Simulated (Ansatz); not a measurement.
InO in space group P6_3/mmc (No. 194; In on 4f, O on 4f) at seven volumes, the program Ansatz at the PBE+D3(BJ) level (PAW), shape and atoms relaxed at each. One row is withheld.

```tsv
V (Å³/atom)	P (GPa)
15.278	10.68
15.781	6.52
16.285	3.00
16.789	0.01
17.292	?
17.796	-4.55
18.300	-6.25
```

### Question
Fit the shown pressures and predict the withheld one.

### Answer
Third-order Birch–Murnaghan: P = (3/2)B₀(x^(7/2) − x^(5/2))[1 + (3/4)(B′ − 4)(x − 1)] with x = (V₀/V)^(2/3). Least squares on the six rows gives V₀ = 16.794 Å³/atom, B₀ = 89.84 GPa, B′ = 4.83. At V = 17.292, x = 0.9807 and P = -2.45 GPa. The run itself gave -2.46 GPa.

The cell is a constructed one: a structure type filled with these elements; neither database checked (COD, Materials Project) lists it. Its standing as an ambient phase is unchecked. Symmetry was held in the PBE+D3(BJ) relaxation; whether a distortion lowers the energy is not shown.

Potentials: the earlier of the program's two PAW sets.
